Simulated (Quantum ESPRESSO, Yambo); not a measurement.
For AlPO4 (space group P6_3mc, No. 186), Yambo gives the independent-particle static dielectric constant along x as 2.13 on LDA bands and 1.91 after a scissor of 3.21 eV widens every gap (3×3×2 mesh, 154 bands, 3 Ry local-field block, 0.2 eV broadening). Axes are Cartesian, with cell vectors (Å) (5.29, 0.00, 0.00), (-2.64, 4.58, 0.00), (0.00, 0.00, 8.63).

Q: A scissor keeps the position matrix elements. In a one-oscillator model, how does ε − 1 scale, and what mean transition energy do the two values imply?

A: Each transition adds |r|²/E to ε − 1, so ε − 1 ∝ 1/(E0 + Δ). Then (1.91 − 1)/(2.13 − 1) = E0/(E0 + Δ) = 0.805, and E0 = Δ(ε' − 1)/(ε − ε') = 13.3 eV. The computed Im ε, weighted by 1/E up to 20 eV, has its mean at 12.4 eV; the smallest direct LDA gap is 5.34 eV. The scissor comes from a G0W0 run whose convergence isn't established. Convergence of the RPA response with its 3×3×2 mesh was not tested.

Bands from Quantum ESPRESSO.

Geometry of the Materials Project entry, not relaxed at this level; primitive cell a = b = 5.2860 Å, c = 8.6294 Å, α = β = 90.00°, γ = 120.00°.
